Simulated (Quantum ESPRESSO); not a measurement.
# GaSn5ZrY: input and log of a self-consistent run

A calculation, not a measurement. The program is pw.x of Quantum ESPRESSO 7.5 (plane-wave density functional theory). The cell is made up: eight metal atoms on a face-centred cubic lattice, with elements, volume, strain and displacements drawn at random and not relaxed, so it may be unstable or far from any real phase. PseudoDojo standard norm-conserving files set the functional (PBE unless stated); there is no spin polarisation or spin-orbit coupling, the Fermi-Dirac width of 0.25 eV means electrons at about 2900 K, and the masses in the input are unused placeholders. The tin pseudopotential is less sure than most, with forces differing by about three percent from a second method on plain tin. A spin test at this wide smearing found no moment, but such smearing suppresses magnetism that the real alloy may have.

Input:

```
&control calculation='scf', pseudo_dir='./dojo.nc.sr.pbe.v0_5.standard.upf', outdir='./o', disk_io='medium', tprnfor=.true., tstress=.true. /
&system ibrav=0, nat=8, ntyp=4, nbnd=63, ecutwfc=79.96652505, nosym=.true., tot_charge=0,
 occupations='smearing', smearing='fd', degauss=0.0183746611
/
&electrons conv_thr=1.470e-08, electron_maxstep=70, mixing_beta=0.5 /
ATOMIC_SPECIES
Ga 1.0 Ga.upf
Sn 1.0 Sn.upf
Y 1.0 Y.upf
Zr 1.0 Zr.upf
CELL_PARAMETERS angstrom
0.0 4.6754 4.6754
4.6754 0.0 4.6754
4.6754 4.6754 0.0
ATOMIC_POSITIONS angstrom
Ga 0.072 -0.037 0.0237
Sn 2.2469 2.3092 0.057
Sn 2.1976 0.0523 2.449
Sn 4.6214 2.4183 2.3111
Sn 0.0061 2.3662 2.3745
Sn 2.3193 4.7111 2.3519
Zr 2.3501 2.3292 4.6399
Y 4.6679 4.8316 4.7486
K_POINTS automatic
4 4 4 1 1 1
```

The log is shortened where brackets say so; the opening notice, blank lines, dates and the lines on written files are dropped, and the path of the files is cut. It prints rydbergs, bohrs and kilobars, and counts compression as positive stress. Its total energy is the free energy E - TS of the whole cell.

```
     Program PWSCF v.7.5
     Parallel version (MPI & OpenMP), running on       1 processor cores
     Number of MPI processes:                 1
     Threads/MPI process:                     1
     [start-up lines left out]
     bravais-lattice index     =            0
     lattice parameter (alat)  =      12.4949  a.u.
     unit-cell volume          =    1379.3768 (a.u.)^3
     number of atoms/cell      =            8
     number of atomic types    =            4
     number of electrons       =       106.00
     number of Kohn-Sham states=           63
     kinetic-energy cutoff     =      79.9665  Ry
     charge density cutoff     =     319.8661  Ry
     scf convergence threshold =      1.5E-08
     mixing beta               =       0.5000
     number of iterations used =            8  plain     mixing
     Exchange-correlation= PBE
                           (   1   4   3   4   0   0   0)
     [axes and pseudopotential details left out]
   Cartesian axes
     site n.     atom                  positions (alat units)
         1        Ga     tau(   1) = (   0.0108893  -0.0055959   0.0035844  )
         2        Sn     tau(   2) = (   0.3398208   0.3492431   0.0086207  )
         3        Sn     tau(   3) = (   0.3323647   0.0079098   0.3703864  )
         4        Sn     tau(   4) = (   0.6989398   0.3657433   0.3495304  )
         5        Sn     tau(   5) = (   0.0009226   0.3578637   0.3591190  )
         6        Sn     tau(   6) = (   0.3507706   0.7125060   0.3557010  )
         7        Zr     tau(   7) = (   0.3554288   0.3522679   0.7017378  )
         8        Y      tau(   8) = (   0.7059725   0.7307304   0.7181775  )
     number of k points=    32  Fermi-Dirac smearing, width (Ry)=  0.0184
                       cart. coord. in units 2pi/alat
        k(    1) = (   0.0883883   0.0883883   0.0883883), wk =   0.0625000
        k(    2) = (   0.2651650   0.2651650  -0.0883883), wk =   0.0625000
     [further k points left out]
     Dense  grid:   133115 G-vectors     FFT dimensions: (  72,  72,  72)
     Estimated max dynamical RAM per process >     216.43 MB
     Initial potential from superposition of free atoms
     starting charge     105.9828, renormalised to     106.0000
     Starting wfcs are   74 randomized atomic wfcs
     total cpu time spent up to now is       30.0 secs
     per-process dynamical memory:   113.2 Mb
     Self-consistent Calculation
     iteration #  1     ecut=    79.97 Ry     beta= 0.50
     Davidson diagonalization with overlap
     ethr =  1.00E-02,  avg # of iterations =  2.2
     Threshold (ethr) on eigenvalues was too large:
     Diagonalizing with lowered threshold
     Davidson diagonalization with overlap
     ethr =  1.74E-04,  avg # of iterations =  5.9
     total cpu time spent up to now is      133.5 secs
     total energy              =   -1123.95056435 Ry
     estimated scf accuracy    <       0.19128134 Ry
     iteration #  2     ecut=    79.97 Ry     beta= 0.50
     Davidson diagonalization with overlap
     ethr =  1.80E-04,  avg # of iterations =  6.7
     total cpu time spent up to now is      190.5 secs
     total energy              =   -1123.96030750 Ry
     estimated scf accuracy    <       0.35136559 Ry
     iteration #  3     ecut=    79.97 Ry     beta= 0.50
     Davidson diagonalization with overlap
     ethr =  1.80E-04,  avg # of iterations =  3.5
     total cpu time spent up to now is      243.8 secs
     total energy              =   -1124.01047475 Ry
     estimated scf accuracy    <       0.04456975 Ry
     iteration #  4     ecut=    79.97 Ry     beta= 0.50
     Davidson diagonalization with overlap
     ethr =  4.20E-05,  avg # of iterations =  6.5
     total cpu time spent up to now is      291.1 secs
     total energy              =   -1124.01861250 Ry
     estimated scf accuracy    <       0.00920849 Ry
     iteration #  5     ecut=    79.97 Ry     beta= 0.50
     Davidson diagonalization with overlap
     c_bands:  1 eigenvalues not converged
     c_bands:  1 eigenvalues not converged
     ethr =  8.69E-06,  avg # of iterations =  4.8
     total cpu time spent up to now is      368.7 secs
     total energy              =   -1124.01960348 Ry
     estimated scf accuracy    <       0.00034388 Ry
     iteration #  6     ecut=    79.97 Ry     beta= 0.50
     Davidson diagonalization with overlap
     ethr =  3.24E-07,  avg # of iterations =  6.8
     total cpu time spent up to now is      457.1 secs
     total energy              =   -1124.01969530 Ry
     estimated scf accuracy    <       0.00007682 Ry
     iteration #  7     ecut=    79.97 Ry     beta= 0.50
     Davidson diagonalization with overlap
     ethr =  7.25E-08,  avg # of iterations =  2.1
     total cpu time spent up to now is      513.7 secs
     total energy              =   -1124.01970122 Ry
     estimated scf accuracy    <       0.00001244 Ry
     iteration #  8     ecut=    79.97 Ry     beta= 0.50
     Davidson diagonalization with overlap
     ethr =  1.17E-08,  avg # of iterations =  4.5
     total cpu time spent up to now is      571.6 secs
     total energy              =   -1124.01970266 Ry
     estimated scf accuracy    <       0.00000102 Ry
     iteration #  9     ecut=    79.97 Ry     beta= 0.50
     Davidson diagonalization with overlap
     ethr =  9.64E-10,  avg # of iterations =  5.0
     total cpu time spent up to now is      635.0 secs
     total energy              =   -1124.01970296 Ry
     estimated scf accuracy    <       0.00000019 Ry
     iteration # 10     ecut=    79.97 Ry     beta= 0.50
     Davidson diagonalization with overlap
     ethr =  1.78E-10,  avg # of iterations =  2.2
     total cpu time spent up to now is      686.4 secs
     total energy              =   -1124.01970297 Ry
     estimated scf accuracy    <       0.00000004 Ry
     iteration # 11     ecut=    79.97 Ry     beta= 0.50
     Davidson diagonalization with overlap
     ethr =  3.60E-11,  avg # of iterations =  5.2
     total cpu time spent up to now is      742.8 secs
     End of self-consistent calculation
     [lines on levels left out]
!    total energy              =   -1124.01970298 Ry
     estimated scf accuracy    <          1.3E-09 Ry
     smearing contrib. (-TS)   =      -0.08082853 Ry
     internal energy E=F+TS    =   -1123.93887444 Ry
     The total energy is F=E-TS. E is the sum of the following terms:
     one-electron contribution =    -331.76901988 Ry
     hartree contribution      =     236.18497954 Ry
     xc contribution           =    -298.26507538 Ry
     ewald contribution        =    -730.08975872 Ry
     convergence has been achieved in  11 iterations
     Forces acting on atoms (cartesian axes, Ry/au):
     atom    1 type  1   force =    -0.00535475    0.00291671   -0.00258848
     atom    2 type  2   force =    -0.00486525    0.00620964   -0.00258538
     atom    3 type  2   force =     0.01936562   -0.01109313   -0.01138675
     atom    4 type  2   force =     0.00342977    0.00334119    0.01126543
     atom    5 type  2   force =    -0.01081512    0.00940058   -0.00604664
     atom    6 type  2   force =     0.00341766    0.00243317    0.00007244
     atom    7 type  4   force =     0.00971996    0.01278155    0.01239444
     atom    8 type  3   force =    -0.01489790   -0.02598972   -0.00112504
     Total force =     0.049599     Total SCF correction =     0.000090
     Computing stress (Cartesian axis) and pressure
          total   stress  (Ry/bohr**3)                   (kbar)     P=      -10.94
  -0.00003203   0.00007041  -0.00000922           -4.71       10.36       -1.36
   0.00007041  -0.00003173   0.00000796           10.36       -4.67        1.17
  -0.00000922   0.00000796  -0.00015933           -1.36        1.17      -23.44
     init_run     :     23.09s CPU     28.88s WALL (       1 calls)
     electrons    :    668.37s CPU    712.77s WALL (       1 calls)
     forces       :      6.82s CPU      6.94s WALL (       1 calls)
     stress       :     24.91s CPU     25.77s WALL (       1 calls)
     [timing details left out]
     PWSCF        :  12m 3.46s CPU  12m56.11s WALL
     JOB DONE.
```

In other units: free energy -15293.067 eV for the cell, pressure -1.09 GPa, largest force component 0.668 eV/Å in size. The run took 777 s of wall time with one process on a shared machine (AMD EPYC, Zen 5, virtual cores), so the time is rough. A rerun of this cell at a higher cutoff and on a denser mesh moved values by no more than 0.013 eV in energy, 0.13 GPa in stress and 0.012 eV/Å in force, and a second program with other atomic files agreed on that cell to 2 % rms in force and 0.5 GPa in pressure.